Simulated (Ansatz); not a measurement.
Below is a relaxed structure of GeSbTe₃. The cell was found from a structure generator's guess, not taken from experiment.

These are results of Ansatz, DFT PBE, scalar-relativistic, plane waves, PAW, not measurements. Cutoff 420 eV, Γ-centred mesh, Gaussian smearing, no spin polarisation.

```
CELL_PARAMETERS angstrom
4.18471 0.00000 0.00000
0.00000 4.18471 0.00000
0.00000 0.00000 9.20161
ATOMIC_POSITIONS crystal
Ge 0.00000 0.00000 0.00000
Sb 0.50000 0.50000 0.50000
Te 0.50000 0.50000 0.16245
Te 0.50000 0.50000 0.83755
Te 0.00000 0.00000 0.50000
```

Formation energies are uncorrected and refer to the elements' standard structures at the same level.

Task: Find its symmetry and describe it.

Result: P4/mmm (No. 123). Conventional cell: a = 4.185 Å, c = 9.202 Å. Around Ge lie 8 Te at 3.32 Å; around Sb lie 6 Te at 2.96–3.11 Å; Te on a site of symmetry 4mm is surrounded by 1 Te at 2.99 Å, 1 Sb at 3.11 Å and 4 Ge at 3.32 Å; around Te on a site of symmetry 4/mmm lie 4 Sb at 2.96 Å.

Task: What is its formation energy per atom?

Result: +0.17 eV/atom. A positive value: parting into the elements would lower its energy.

Task: Is it a metal?

Result: Yes, bands cross the Fermi level on the 10×10×4 mesh.

The last run used a 10×10×4 mesh (in the run's order of axes) for its 5-atom cell and Gaussian smearing of 0.10 eV. These runs have no spin–orbit coupling, which can matter for Sb and Te. An odd number of electrons in the primitive cell allows no gap without spin; a larger cell or a magnetic state could open one. The cell is a metal run without spin; a magnetic state may lie lower. The reference form of Te is held partly by dispersion forces, which this level lacks. A structure relaxed within its symmetry needn't be a true minimum.
